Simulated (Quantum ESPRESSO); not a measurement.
## Ge2GaO5F (one run as intended and one with a planted mistake)

Simulated, not a measurement. The program is pw.x of Quantum ESPRESSO 7.5 (plane-wave density functional theory). The cell is made up: 9 atoms on a corundum lattice with one site empty, with randomly drawn elements, strain and displacements, not relaxed. PseudoDojo standard norm-conserving files (v0.5 for PBE, v0.4.1 for LDA and PBEsol) set the functional; there is no spin polarisation, spin-orbit coupling or dispersion term, and the masses in the input are unused placeholders.

Intended input:

```
&control calculation='scf', pseudo_dir='./dojo.nc.sr.pbe.v0_5.standard.upf', outdir='./o', disk_io='medium', tprnfor=.true., tstress=.true. /
&system ibrav=0, nat=9, ntyp=4, nbnd=45, ecutwfc=84.00895049, nosym=.true., tot_charge=0,
 occupations='smearing', smearing='fd', degauss=0.0018374661
/
&electrons conv_thr=7.350e-09, electron_maxstep=60, /
ATOMIC_SPECIES
F 1.0 F.upf
Ga 1.0 Ga.upf
Ge 1.0 Ge.upf
O 1.0 O.upf
CELL_PARAMETERS angstrom
2.4797 1.4316 4.4665
-2.4797 1.4316 4.4665
0.0 -2.8633 4.4665
ATOMIC_POSITIONS angstrom
Ge 0.0799 -0.0258 1.9967
Ge -0.01 -0.0051 8.6713
Ga 0.0291 0.0145 11.4581
O -0.9461 1.435 7.7713
O -0.7738 -1.528 7.7932
O 1.7317 0.0997 7.7988
O 0.9662 -1.4422 5.6302
F 0.749 1.5447 5.6449
O -1.7756 -0.0756 5.5606
K_POINTS automatic
5 5 5 1 1 1
```

The log is shortened where brackets say so; the opening notice, blank lines, dates and the lines on written files are dropped, and the path of the files is cut. It prints rydbergs, bohrs and kilobars, and counts compression as positive stress. Where no state is partly filled, the Fermi energy that it prints is only some level between the filled and the empty states on the mesh, and need not lie in the true gap.

Log of the intended run:

```
     Program PWSCF v.7.5
     Parallel version (MPI & OpenMP), running on       1 processor cores
     Number of MPI processes:                 1
     Threads/MPI process:                     1
     [start-up lines left out]
     bravais-lattice index     =            0
     lattice parameter (alat)  =      10.0259  a.u.
     unit-cell volume          =     642.0164 (a.u.)^3
     number of atoms/cell      =            9
     number of atomic types    =            4
     number of electrons       =        78.00
     number of Kohn-Sham states=           45
     kinetic-energy cutoff     =      84.0090  Ry
     charge density cutoff     =     336.0358  Ry
     scf convergence threshold =      7.3E-09
     mixing beta               =       0.7000
     number of iterations used =            8  plain     mixing
     Exchange-correlation= PBE
                           (   1   4   3   4   0   0   0)
     [axes and pseudopotential details left out]
   Cartesian axes
     site n.     atom                  positions (alat units)
         1        Ge     tau(   1) = (   0.0150599  -0.0048629   0.3763474  )
         2        Ge     tau(   2) = (  -0.0018848  -0.0009613   1.6344075  )
         3        Ga     tau(   3) = (   0.0054849   0.0027330   2.1596767  )
         4        O      tau(   4) = (  -0.1783254   0.2704756   1.4647712  )
         5        O      tau(   5) = (  -0.1458495  -0.2880046   1.4688991  )
         6        O      tau(   6) = (   0.3263990   0.0187919   1.4699546  )
         7        O      tau(   7) = (   0.1821139  -0.2718327   1.0612066  )
         8        F      tau(   8) = (   0.1411750   0.2911523   1.0639773  )
         9        O      tau(   9) = (  -0.3346735  -0.0142494   1.0480881  )
     number of k points=    63  Fermi-Dirac smearing, width (Ry)=  0.0018
                       cart. coord. in units 2pi/alat
        k(    1) = (   0.0000000   0.0000000   0.1187836), wk =   0.0320000
        k(    2) = (   0.0000000  -0.2470591   0.1979708), wk =   0.0320000
     [further k points left out]
     Dense  grid:    66805 G-vectors     FFT dimensions: (  60,  60,  60)
     Estimated max dynamical RAM per process >     100.55 MB
     Initial potential from superposition of free atoms
     starting charge      77.9957, renormalised to      78.0000
     Starting wfcs are   51 randomized atomic wfcs
     total cpu time spent up to now is       10.4 secs
     per-process dynamical memory:    60.6 Mb
     Self-consistent Calculation
     iteration #  1     ecut=    84.01 Ry     beta= 0.70
     Davidson diagonalization with overlap
     ethr =  1.00E-02,  avg # of iterations =  2.1
     total cpu time spent up to now is       32.5 secs
     total energy              =    -724.02061163 Ry
     estimated scf accuracy    <       1.99300320 Ry
     iteration #  2     ecut=    84.01 Ry     beta= 0.70
     Davidson diagonalization with overlap
     ethr =  2.56E-03,  avg # of iterations =  2.2
     total cpu time spent up to now is       54.2 secs
     total energy              =    -724.50266746 Ry
     estimated scf accuracy    <       2.29569225 Ry
     [iterations 3 to 11 left out]
     iteration # 12     ecut=    84.01 Ry     beta= 0.70
     Davidson diagonalization with overlap
     ethr =  7.83E-11,  avg # of iterations =  2.0
     total cpu time spent up to now is      248.5 secs
     total energy              =    -724.95209962 Ry
     estimated scf accuracy    <       0.00000002 Ry
     iteration # 13     ecut=    84.01 Ry     beta= 0.70
     Davidson diagonalization with overlap
     ethr =  2.02E-11,  avg # of iterations =  2.0
     total cpu time spent up to now is      265.1 secs
     End of self-consistent calculation
     [lines on levels left out]
     the Fermi energy is     8.8089 ev
!    total energy              =    -724.95209962 Ry
     estimated scf accuracy    <          1.2E-09 Ry
     smearing contrib. (-TS)   =      -0.00000000 Ry
     internal energy E=F+TS    =    -724.95209962 Ry
     The total energy is F=E-TS. E is the sum of the following terms:
     one-electron contribution =    -275.65056316 Ry
     hartree contribution      =     198.71669333 Ry
     xc contribution           =    -182.37664524 Ry
     ewald contribution        =    -465.64158454 Ry
     convergence has been achieved in  13 iterations
     Forces acting on atoms (cartesian axes, Ry/au):
     atom    1 type  3   force =     0.04879080    0.00938065    0.06231732
     atom    2 type  3   force =    -0.04194974    0.06493694   -0.04771660
     atom    3 type  2   force =    -0.04061155    0.03513899    0.02470799
     atom    4 type  4   force =     0.02498266   -0.03768289   -0.00220339
     atom    5 type  4   force =     0.04338466    0.01145207   -0.01037730
     atom    6 type  4   force =    -0.05986580    0.01206897    0.01382712
     atom    7 type  4   force =     0.02509252   -0.05429241   -0.01414448
     atom    8 type  1   force =     0.03253588   -0.00897591   -0.02555391
     atom    9 type  4   force =    -0.03235941   -0.03202642   -0.00085675
     Total force =     0.183940     Total SCF correction =     0.000060
     Computing stress (Cartesian axis) and pressure
          total   stress  (Ry/bohr**3)                   (kbar)     P=      -29.14
  -0.00019241  -0.00034370   0.00031899          -28.31      -50.56       46.92
  -0.00034370  -0.00030609  -0.00006895          -50.56      -45.03      -10.14
   0.00031899  -0.00006895  -0.00009576           46.92      -10.14      -14.09
     init_run     :      9.82s CPU     10.33s WALL (       1 calls)
     electrons    :    249.27s CPU    254.72s WALL (       1 calls)
     forces       :      2.82s CPU      2.85s WALL (       1 calls)
     stress       :     10.10s CPU     10.15s WALL (       1 calls)
     [timing details left out]
     PWSCF        :   4m32.10s CPU   4m38.23s WALL
     JOB DONE.
```

A second run has one planted mistake: the k-point mesh is too coarse. The input lines that differ, file-writing options aside:

```
- 5 5 5 1 1 1
+ 2 2 2 1 1 1
```

Its log:

```
     Program PWSCF v.7.5
     Parallel version (MPI & OpenMP), running on       1 processor cores
     Number of MPI processes:                 1
     Threads/MPI process:                     1
     [start-up lines left out]
     bravais-lattice index     =            0
     lattice parameter (alat)  =      10.0259  a.u.
     unit-cell volume          =     642.0164 (a.u.)^3
     number of atoms/cell      =            9
     number of atomic types    =            4
     number of electrons       =        78.00
     number of Kohn-Sham states=           45
     kinetic-energy cutoff     =      84.0090  Ry
     charge density cutoff     =     336.0358  Ry
     scf convergence threshold =      7.3E-09
     mixing beta               =       0.7000
     number of iterations used =            8  plain     mixing
     Exchange-correlation= PBE
                           (   1   4   3   4   0   0   0)
     [axes and pseudopotential details left out]
   Cartesian axes
     site n.     atom                  positions (alat units)
         1        Ge     tau(   1) = (   0.0150599  -0.0048629   0.3763474  )
         2        Ge     tau(   2) = (  -0.0018848  -0.0009613   1.6344075  )
         3        Ga     tau(   3) = (   0.0054849   0.0027330   2.1596767  )
         4        O      tau(   4) = (  -0.1783254   0.2704756   1.4647712  )
         5        O      tau(   5) = (  -0.1458495  -0.2880046   1.4688991  )
         6        O      tau(   6) = (   0.3263990   0.0187919   1.4699546  )
         7        O      tau(   7) = (   0.1821139  -0.2718327   1.0612066  )
         8        F      tau(   8) = (   0.1411750   0.2911523   1.0639773  )
         9        O      tau(   9) = (  -0.3346735  -0.0142494   1.0480881  )
     number of k points=     4  Fermi-Dirac smearing, width (Ry)=  0.0018
                       cart. coord. in units 2pi/alat
        k(    1) = (   0.0000000   0.0000000   0.2969590), wk =   0.5000000
        k(    2) = (   0.0000000   0.6176477   0.0989910), wk =   0.5000000
     [further k points left out]
     Dense  grid:    66805 G-vectors     FFT dimensions: (  60,  60,  60)
     Estimated max dynamical RAM per process >     100.55 MB
     Initial potential from superposition of free atoms
     starting charge      77.9957, renormalised to      78.0000
     Starting wfcs are   51 randomized atomic wfcs
     total cpu time spent up to now is        1.7 secs
     per-process dynamical memory:    58.5 Mb
     Self-consistent Calculation
     iteration #  1     ecut=    84.01 Ry     beta= 0.70
     Davidson diagonalization with overlap
     ethr =  1.00E-02,  avg # of iterations =  2.0
     total cpu time spent up to now is        3.4 secs
     total energy              =    -724.01803988 Ry
     estimated scf accuracy    <       1.99547421 Ry
     iteration #  2     ecut=    84.01 Ry     beta= 0.70
     Davidson diagonalization with overlap
     ethr =  2.56E-03,  avg # of iterations =  2.2
     total cpu time spent up to now is        4.9 secs
     total energy              =    -724.49860716 Ry
     estimated scf accuracy    <       2.29872270 Ry
     [iterations 3 to 11 left out]
     iteration # 12     ecut=    84.01 Ry     beta= 0.70
     Davidson diagonalization with overlap
     ethr =  8.10E-11,  avg # of iterations =  2.0
     total cpu time spent up to now is       19.0 secs
     total energy              =    -724.94973487 Ry
     estimated scf accuracy    <       0.00000002 Ry
     iteration # 13     ecut=    84.01 Ry     beta= 0.70
     Davidson diagonalization with overlap
     ethr =  2.11E-11,  avg # of iterations =  2.0
     total cpu time spent up to now is       20.2 secs
     End of self-consistent calculation
     [lines on levels left out]
     the Fermi energy is     8.9477 ev
!    total energy              =    -724.94973487 Ry
     estimated scf accuracy    <          1.2E-09 Ry
     smearing contrib. (-TS)   =      -0.00000000 Ry
     internal energy E=F+TS    =    -724.94973487 Ry
     The total energy is F=E-TS. E is the sum of the following terms:
     one-electron contribution =    -275.65889491 Ry
     hartree contribution      =     198.73118072 Ry
     xc contribution           =    -182.38043614 Ry
     ewald contribution        =    -465.64158454 Ry
     convergence has been achieved in  13 iterations
     Forces acting on atoms (cartesian axes, Ry/au):
     atom    1 type  3   force =     0.04891054    0.00942906    0.06329508
     atom    2 type  3   force =    -0.04218523    0.06477065   -0.04922395
     atom    3 type  2   force =    -0.04044699    0.03445312    0.02542757
     atom    4 type  4   force =     0.02560477   -0.03856860   -0.00253910
     atom    5 type  4   force =     0.04364198    0.01296336   -0.01028395
     atom    6 type  4   force =    -0.06122534    0.01287435    0.01374280
     atom    7 type  4   force =     0.02629279   -0.05492444   -0.01389095
     atom    8 type  1   force =     0.03296847   -0.00905507   -0.02534704
     atom    9 type  4   force =    -0.03356099   -0.03194243   -0.00118045
     Total force =     0.186135     Total SCF correction =     0.000053
     Computing stress (Cartesian axis) and pressure
          total   stress  (Ry/bohr**3)                   (kbar)     P=      -28.85
  -0.00018042  -0.00034780   0.00031488          -26.54      -51.16       46.32
  -0.00034780  -0.00029627  -0.00006556          -51.16      -43.58       -9.64
   0.00031488  -0.00006556  -0.00011174           46.32       -9.64      -16.44
     init_run     :      1.63s CPU      1.68s WALL (       1 calls)
     electrons    :     17.70s CPU     18.45s WALL (       1 calls)
     forces       :      0.26s CPU      0.28s WALL (       1 calls)
     stress       :      0.81s CPU      0.82s WALL (       1 calls)
     [timing details left out]
     PWSCF        :     20.47s CPU     21.30s WALL
     JOB DONE.
```

|  | intended run | run with the mistake |
| --- | --- | --- |
| free energy (eV) | -9863.476 | -9863.444 |
| smearing term -TS (eV) | 0.0000 | 0.0000 |
| pressure (GPa) | -2.91 | -2.89 |
| largest force component (eV/Å) | 1.670 | 1.665 |
| largest change of a force component (eV/Å) |  | 0.039 |
| iterations | 13 | 13 |

For scale, a rerun of the intended cell at 1437 eV and a 7 x 7 x 7 mesh moved values by no more than 0.003 eV in energy, 0.04 GPa in stress and 0.002 eV/Å in force.